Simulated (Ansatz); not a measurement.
Os (hcp (Mg type)), relaxed with LDA (Ansatz, a program for electronic structure, plane waves, PAW): a = 2.7158 Å, b = 2.7158 Å, c = 4.2898 Å, α = 90.00°, β = 90.00°, γ = 120.00°.

B₀ by P(V) fit (GPa): 448

Problem. The same phase is relaxed and computed with PBE in the same code. What are the cell and these values now?

Solution. a = b = 2.7541 Å, c = 4.3469 Å, α = β = 90.00°, γ = 120.00°.

* **B₀ by P(V) fit (GPa)**: 397

All cells were relaxed under the symmetry of their starts (and spin orders); stability against distortions was not tested throughout. Rows with no word on spin ran without spin polarisation. Spin–orbit coupling is left out wherever it is not named.

Potentials: the earlier of the program's two PAW sets.

Ansatz is a plane-wave DFT program.
